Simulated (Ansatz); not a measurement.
NbPd in space group R-3m (No. 166; Nb on 3a, Pd on 3b), a = b = 2.853 Å, c = 14.113 Å, α = β = 90.00°, γ = 120.00°; the cell used has 2 atoms.

Relaxed with PBE.

Which orbitals make up the states near the Fermi level in DFT-PBE in the program Ansatz with PAW potentials?

Within 0.5 eV of the Fermi level: Nb 4d 63 %, Pd 4d 20 %, Nb 5s 9 %, outside the projected shells 7 %. Projections are on Löwdin-orthogonalised atomic valence shells; empty p or d shells of many metals are not among them.

Tabulate the density of states.

States/eV per cell of 2 atoms, in 0.25 eV bins, energy from the Fermi level.

```csv
E (eV),total,Pd 4d,Nb 4d,Nb 5s
-7.10,0.00,0.00,0.00,0.00
-6.85,0.04,0.00,0.00,0.03
-6.60,0.09,0.00,0.00,0.07
-6.35,0.13,0.00,0.00,0.10
-6.10,0.16,0.01,0.01,0.13
-5.85,0.21,0.01,0.01,0.15
-5.60,0.27,0.03,0.02,0.17
-5.35,0.35,0.06,0.05,0.18
-5.10,1.13,0.57,0.25,0.23
-4.85,2.49,1.57,0.51,0.30
-4.60,3.99,2.70,0.81,0.35
-4.35,4.29,3.01,0.92,0.26
-4.10,4.31,3.24,0.84,0.14
-3.85,2.83,2.12,0.58,0.07
-3.60,2.59,1.91,0.53,0.08
-3.35,3.48,2.75,0.55,0.06
-3.10,3.38,2.61,0.57,0.08
-2.85,3.31,2.66,0.50,0.07
-2.60,3.51,2.81,0.53,0.08
-2.35,4.03,2.98,0.85,0.10
-2.10,2.84,1.83,0.84,0.09
-1.85,2.03,0.92,0.96,0.08
-1.60,2.09,0.87,1.07,0.08
-1.35,2.04,0.87,1.03,0.07
-1.10,1.95,0.97,0.86,0.05
-0.85,2.14,0.92,1.07,0.08
-0.60,2.33,0.58,1.51,0.14
-0.35,2.46,0.50,1.57,0.23
-0.10,1.72,0.37,1.04,0.17
0.15,1.67,0.34,1.04,0.17
0.40,1.97,0.38,1.28,0.16
0.65,1.96,0.34,1.34,0.14
0.90,1.80,0.26,1.29,0.11
1.15,1.58,0.19,1.16,0.09
1.40,1.30,0.15,0.96,0.07
1.65,1.41,0.17,1.06,0.07
1.90,1.50,0.15,1.19,0.06
2.15,1.61,0.14,1.28,0.07
2.40,1.76,0.13,1.41,0.07
2.65,1.67,0.13,1.27,0.07
2.90,2.00,0.15,1.51,0.06
3.15,2.09,0.13,1.57,0.05
3.40,1.20,0.06,0.88,0.02
3.65,0.84,0.04,0.52,0.03
3.90,0.77,0.03,0.42,0.03
4.15,0.77,0.03,0.39,0.03
4.40,0.78,0.02,0.37,0.03
4.65,0.81,0.02,0.38,0.04
```

The first step of the workflow began from a Materials Project structure, measured or hypothetical; the Crystallography Open Database copy checked does not list it. With Nb and Pd taken as one species the cell has the higher symmetry Fm-3m, so it may be an ordered model of a mixed-site phase. Whether it is the stable phase at ambient conditions was not checked. Symmetry was held in the PBE relaxation; whether a distortion lowers the energy is not shown. The run is not spin-polarised. Axis ratios of metals converge slowly with the k-mesh, so a and c are less sure than the volume. Scalar-relativistic: spin–orbit coupling is off unless named, which matters more the heavier the elements.

Potentials: the later of the program's two PAW sets.
